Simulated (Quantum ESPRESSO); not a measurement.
# W2Sn3AgIn2: one run as intended and one with a planted mistake

Simulated, not a measurement. The program is pw.x of Quantum ESPRESSO 7.5 (plane-wave density functional theory). The cell is made up: eight metal atoms on a hexagonal close-packed lattice, with elements, volume, strain and displacements drawn at random and not relaxed, so it may be unstable or far from any real phase. PseudoDojo standard norm-conserving files set the functional (PBE unless stated); there is no spin polarisation or spin-orbit coupling, the Fermi-Dirac width of 0.25 eV means electrons at about 2900 K, and the masses in the input are unused placeholders. The tin pseudopotential is less sure than most, with forces differing by about three percent from a second method on plain tin. Heavy elements are run without spin-orbit coupling, which real alloys of them have. A spin test at this wide smearing found no moment, but such smearing suppresses magnetism that the real alloy may have.

Intended input:

```
&control calculation='scf', pseudo_dir='./dojo.nc.sr.pbe.v0_5.standard.upf', outdir='./o', disk_io='minimal', tprnfor=.true., tstress=.true. /
&system ibrav=0, nat=8, ntyp=4, nbnd=68, ecutwfc=84.00895049, nosym=.true., tot_charge=0,
 occupations='smearing', smearing='fd', degauss=0.0183746611
/
&electrons conv_thr=1.470e-08, electron_maxstep=70, mixing_beta=0.5 /
ATOMIC_SPECIES
Ag 1.0 Ag.upf
In 1.0 In.upf
Sn 1.0 Sn.upf
W 1.0 W.upf
CELL_PARAMETERS angstrom
4.5986 -2.655 0.0
-3.0657 0.0 -5.0409
3.0657 5.31 0.0
ATOMIC_POSITIONS angstrom
W -0.0012 -0.1134 0.1133
W 1.3737 2.6047 0.0431
Sn -0.1702 1.852 -2.5435
Ag 1.4754 4.4153 -2.4658
Sn 3.2248 -0.0035 -0.0129
In 4.6152 2.5999 -0.1252
In 1.6029 -0.9117 -2.4359
Sn 2.9999 1.7547 -2.6631
K_POINTS automatic
5 5 4 1 1 1
```

The log is shortened where brackets say so; the opening notice, blank lines, dates and the lines on written files are dropped, and the path of the files is cut. It prints rydbergs, bohrs and kilobars, and counts compression as positive stress. Its total energy is the free energy E - TS of the whole cell.

Log of the intended run:

```
     Program PWSCF v.7.5
     Parallel version (MPI & OpenMP), running on       4 processor cores
     Number of MPI processes:                 4
     Threads/MPI process:                     1
     [start-up lines left out]
     bravais-lattice index     =            0
     lattice parameter (alat)  =      10.0345  a.u.
     unit-cell volume          =    1107.5476 (a.u.)^3
     number of atoms/cell      =            8
     number of atomic types    =            4
     number of electrons       =       115.00
     number of Kohn-Sham states=           68
     kinetic-energy cutoff     =      84.0090  Ry
     charge density cutoff     =     336.0358  Ry
     scf convergence threshold =      1.5E-08
     mixing beta               =       0.5000
     number of iterations used =            8  plain     mixing
     Exchange-correlation= PBE
                           (   1   4   3   4   0   0   0)
     [axes and pseudopotential details left out]
   Cartesian axes
     site n.     atom                  positions (alat units)
         1        W      tau(   1) = (  -0.0002260  -0.0213559   0.0213371  )
         2        W      tau(   2) = (   0.2587003   0.4905269   0.0081168  )
         3        Sn     tau(   3) = (  -0.0320527   0.3487756  -0.4790015  )
         4        Ag     tau(   4) = (   0.2778529   0.8315059  -0.4643687  )
         5        Sn     tau(   5) = (   0.6073065  -0.0006591  -0.0024294  )
         6        In     tau(   6) = (   0.8691518   0.4896229  -0.0235781  )
         7        In     tau(   7) = (   0.3018642  -0.1716948  -0.4587378  )
         8        Sn     tau(   8) = (   0.5649524   0.3304517  -0.5015250  )
     number of k points=    50  Fermi-Dirac smearing, width (Ry)=  0.0184
                       cart. coord. in units 2pi/alat
        k(    1) = (   0.1407295   0.0437507  -0.1909252), wk =   0.0400000
        k(    2) = (   0.2489829   0.2312514  -0.2567612), wk =   0.0400000
     [further k points left out]
     Dense  grid:   115243 G-vectors     FFT dimensions: (  60,  72,  72)
     Estimated max dynamical RAM per process >     401.74 MB
     Estimated total dynamical RAM >       1.49 GB
     Initial potential from superposition of free atoms
     starting charge     114.9861, renormalised to     115.0000
     Starting wfcs are   75 randomized atomic wfcs
     total cpu time spent up to now is        6.6 secs
     per-process dynamical memory:   307.1 Mb
     Self-consistent Calculation
     iteration #  1     ecut=    84.01 Ry     beta= 0.50
     Davidson diagonalization with overlap
     ethr =  1.00E-02,  avg # of iterations =  3.0
     Threshold (ethr) on eigenvalues was too large:
     Diagonalizing with lowered threshold
     Davidson diagonalization with overlap
     ethr =  5.75E-04,  avg # of iterations =  2.5
     total cpu time spent up to now is       32.2 secs
     total energy              =   -1351.39916321 Ry
     estimated scf accuracy    <       0.67517508 Ry
     iteration #  2     ecut=    84.01 Ry     beta= 0.50
     Davidson diagonalization with overlap
     ethr =  5.87E-04,  avg # of iterations =  5.8
     total cpu time spent up to now is       47.9 secs
     total energy              =   -1351.44932289 Ry
     estimated scf accuracy    <       2.34660355 Ry
     [iterations 3 to 10 left out]
     iteration # 11     ecut=    84.01 Ry     beta= 0.50
     Davidson diagonalization with overlap
     ethr =  3.30E-10,  avg # of iterations =  5.0
     total cpu time spent up to now is      172.3 secs
     total energy              =   -1351.73802911 Ry
     estimated scf accuracy    <       0.00000004 Ry
     iteration # 12     ecut=    84.01 Ry     beta= 0.50
     Davidson diagonalization with overlap
     ethr =  3.33E-11,  avg # of iterations =  2.2
     total cpu time spent up to now is      185.6 secs
     End of self-consistent calculation
     [lines on levels left out]
!    total energy              =   -1351.73802911 Ry
     estimated scf accuracy    <          6.7E-09 Ry
     smearing contrib. (-TS)   =      -0.08329145 Ry
     internal energy E=F+TS    =   -1351.65473766 Ry
     The total energy is F=E-TS. E is the sum of the following terms:
     one-electron contribution =    -362.26469888 Ry
     hartree contribution      =     262.02216721 Ry
     xc contribution           =    -325.22854029 Ry
     ewald contribution        =    -926.18366570 Ry
     convergence has been achieved in  12 iterations
     Forces acting on atoms (cartesian axes, Ry/au):
     atom    1 type  4   force =     0.02175685    0.00000269   -0.02445295
     atom    2 type  4   force =     0.03994352   -0.01299697   -0.00952490
     atom    3 type  3   force =     0.06085438   -0.03447923    0.01084811
     atom    4 type  1   force =     0.01456504   -0.00519421    0.00482741
     atom    5 type  3   force =    -0.06676939   -0.00946532    0.03165480
     atom    6 type  2   force =    -0.00276810    0.02965332    0.01695669
     atom    7 type  2   force =    -0.05940849   -0.00614390   -0.02120511
     atom    8 type  3   force =    -0.00817381    0.03862363   -0.00910405
     Total force =     0.143461     Total SCF correction =     0.000230
     Computing stress (Cartesian axis) and pressure
          total   stress  (Ry/bohr**3)                   (kbar)     P=       35.53
   0.00019694   0.00001510   0.00010347           28.97        2.22       15.22
   0.00001510   0.00019525  -0.00008429            2.22       28.72      -12.40
   0.00010347  -0.00008429   0.00033241           15.22      -12.40       48.90
     init_run     :      6.12s CPU      6.37s WALL (       1 calls)
     electrons    :    177.79s CPU    179.02s WALL (       1 calls)
     forces       :      2.09s CPU      2.10s WALL (       1 calls)
     stress       :      7.40s CPU      7.58s WALL (       1 calls)
     [timing details left out]
     PWSCF        :   3m13.65s CPU   3m15.36s WALL
     JOB DONE.
```

A second run has one planted mistake: the files are those of another functional. The input lines that differ:

```
- &control calculation='scf', pseudo_dir='./dojo.nc.sr.pbe.v0_5.standard.upf', outdir='./o', disk_io='minimal', tprnfor=.true., tstress=.true. /
+ &control calculation='scf', pseudo_dir='./dojo.nc.sr.pbesol.v0_4_1.standard.upf', outdir='./o', disk_io='minimal', tprnfor=.true., tstress=.true. /
```

Its log:

```
     Program PWSCF v.7.5
     Parallel version (MPI & OpenMP), running on       4 processor cores
     Number of MPI processes:                 4
     Threads/MPI process:                     1
     [start-up lines left out]
     bravais-lattice index     =            0
     lattice parameter (alat)  =      10.0345  a.u.
     unit-cell volume          =    1107.5476 (a.u.)^3
     number of atoms/cell      =            8
     number of atomic types    =            4
     number of electrons       =       115.00
     number of Kohn-Sham states=           68
     kinetic-energy cutoff     =      84.0090  Ry
     charge density cutoff     =     336.0358  Ry
     scf convergence threshold =      1.5E-08
     mixing beta               =       0.5000
     number of iterations used =            8  plain     mixing
     Exchange-correlation= PBESOL
                           (   1   4  10   8   0   0   0)
     [axes and pseudopotential details left out]
   Cartesian axes
     site n.     atom                  positions (alat units)
         1        W      tau(   1) = (  -0.0002260  -0.0213559   0.0213371  )
         2        W      tau(   2) = (   0.2587003   0.4905269   0.0081168  )
         3        Sn     tau(   3) = (  -0.0320527   0.3487756  -0.4790015  )
         4        Ag     tau(   4) = (   0.2778529   0.8315059  -0.4643687  )
         5        Sn     tau(   5) = (   0.6073065  -0.0006591  -0.0024294  )
         6        In     tau(   6) = (   0.8691518   0.4896229  -0.0235781  )
         7        In     tau(   7) = (   0.3018642  -0.1716948  -0.4587378  )
         8        Sn     tau(   8) = (   0.5649524   0.3304517  -0.5015250  )
     number of k points=    50  Fermi-Dirac smearing, width (Ry)=  0.0184
                       cart. coord. in units 2pi/alat
        k(    1) = (   0.1407295   0.0437507  -0.1909252), wk =   0.0400000
        k(    2) = (   0.2489829   0.2312514  -0.2567612), wk =   0.0400000
     [further k points left out]
     Dense  grid:   115243 G-vectors     FFT dimensions: (  60,  72,  72)
     Estimated max dynamical RAM per process >     401.74 MB
     Estimated total dynamical RAM >       1.49 GB
     Initial potential from superposition of free atoms
     starting charge     114.9874, renormalised to     115.0000
     Starting wfcs are   75 randomized atomic wfcs
     total cpu time spent up to now is        6.4 secs
     per-process dynamical memory:   307.0 Mb
     Self-consistent Calculation
     iteration #  1     ecut=    84.01 Ry     beta= 0.50
     Davidson diagonalization with overlap
     ethr =  1.00E-02,  avg # of iterations =  3.0
     Threshold (ethr) on eigenvalues was too large:
     Diagonalizing with lowered threshold
     Davidson diagonalization with overlap
     ethr =  5.77E-04,  avg # of iterations =  2.5
     total cpu time spent up to now is       32.4 secs
     total energy              =   -1349.41762664 Ry
     estimated scf accuracy    <       0.68029679 Ry
     iteration #  2     ecut=    84.01 Ry     beta= 0.50
     Davidson diagonalization with overlap
     ethr =  5.92E-04,  avg # of iterations =  5.7
     total cpu time spent up to now is       48.0 secs
     total energy              =   -1349.47174439 Ry
     estimated scf accuracy    <       2.27360671 Ry
     [iterations 3 to 10 left out]
     iteration # 11     ecut=    84.01 Ry     beta= 0.50
     Davidson diagonalization with overlap
     ethr =  2.75E-10,  avg # of iterations =  4.8
     total cpu time spent up to now is      172.6 secs
     total energy              =   -1349.75581899 Ry
     estimated scf accuracy    <       0.00000004 Ry
     iteration # 12     ecut=    84.01 Ry     beta= 0.50
     Davidson diagonalization with overlap
     ethr =  3.15E-11,  avg # of iterations =  2.5
     total cpu time spent up to now is      186.0 secs
     End of self-consistent calculation
     [lines on levels left out]
!    total energy              =   -1349.75581900 Ry
     estimated scf accuracy    <          5.7E-09 Ry
     smearing contrib. (-TS)   =      -0.08363398 Ry
     internal energy E=F+TS    =   -1349.67218502 Ry
     The total energy is F=E-TS. E is the sum of the following terms:
     one-electron contribution =    -362.73001470 Ry
     hartree contribution      =     261.44963979 Ry
     xc contribution           =    -322.20814441 Ry
     ewald contribution        =    -926.18366570 Ry
     convergence has been achieved in  12 iterations
     Forces acting on atoms (cartesian axes, Ry/au):
     atom    1 type  4   force =     0.02114496   -0.00102976   -0.02217821
     atom    2 type  4   force =     0.03599638   -0.01118366   -0.00800335
     atom    3 type  3   force =     0.05764777   -0.03235072    0.01108392
     atom    4 type  1   force =     0.01199112   -0.00435826    0.00624991
     atom    5 type  3   force =    -0.06296325   -0.00944405    0.03054180
     atom    6 type  2   force =    -0.00116430    0.02820808    0.01529944
     atom    7 type  2   force =    -0.05625559   -0.00738307   -0.02148086
     atom    8 type  3   force =    -0.00639709    0.03754145   -0.01151264
     Total force =     0.135648     Total SCF correction =     0.000234
     Computing stress (Cartesian axis) and pressure
          total   stress  (Ry/bohr**3)                   (kbar)     P=      -12.84
  -0.00013459   0.00001445   0.00010183          -19.80        2.13       14.98
   0.00001445  -0.00013182  -0.00008240            2.13      -19.39      -12.12
   0.00010183  -0.00008240   0.00000449           14.98      -12.12        0.66
     init_run     :      6.08s CPU      6.34s WALL (       1 calls)
     electrons    :    177.50s CPU    179.57s WALL (       1 calls)
     forces       :      2.09s CPU      2.12s WALL (       1 calls)
     stress       :      7.10s CPU      7.28s WALL (       1 calls)
     [timing details left out]
     PWSCF        :   3m12.84s CPU   3m15.41s WALL
     JOB DONE.
```

|  | intended run | run with the mistake |
| --- | --- | --- |
| free energy (eV) | -18391.333 | -18364.363 |
| entropy term -TS, part of it (eV) | -1.133 | -1.138 |
| pressure (GPa) | 3.55 | -1.28 |
| size of the largest force component (eV/Å) | 1.717 | 1.619 |
| largest change of a force component (eV/Å) |  | 0.101 |
| iterations | 12 | 12 |

For scale, a rerun of the intended cell at a higher cutoff and on a denser mesh moved values by no more than 0.002 eV in energy, 0.04 GPa in stress and 0.020 eV/Å in force, and a second program with other atomic files agreed on that cell to 2 % rms in force and 0.5 GPa in pressure. Files of another functional or element have another zero of energy, so the energy change says nothing on stability.